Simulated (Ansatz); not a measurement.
A geometry of O2 away from equilibrium: the start of the relaxation of a generated cell, O2 built in the AFLOW prototype A_mC4_12_i. Calculation: r2SCAN (plane waves to 500 eV, PAW, scalar-relativistic; Ansatz, a first-principles code). Γ-centred k-mesh 8×8×6 on the run's cell (coarser than for final values), Fermi–Dirac smearing 0.05 eV.

```xyz
2
Lattice="2.7015 -1.7165 0.0000 2.7015 1.7165 0.0000 -1.9835 0.0000 3.7554" Properties=species:S:1:pos:R:3 pbc="T T T"
O      3.4007     0.0000     3.1057
O      0.0189     0.0000     0.6497
```
Spin-polarised start, with parallel moments on O.

### Question
Give the Cartesian forces on all atoms (eV/Å).

### Answer
```csv
atom,Fx,Fy,Fz
O1,0.15,0.00,5.28
O2,-0.15,0.00,-5.28
```

### Question
What is the pressure?

### Answer
-10.0 GPa, compression positive.

Spin state reached: ferromagnetic (net 1.00 μB/atom), from parallel starting moments; other spin orders were not run from this start. One molecule in the cell forces parallel spins. Without a van der Waals term the distances between weakly bound units are poorly fixed.

The run could not lose the symmetry of its start.
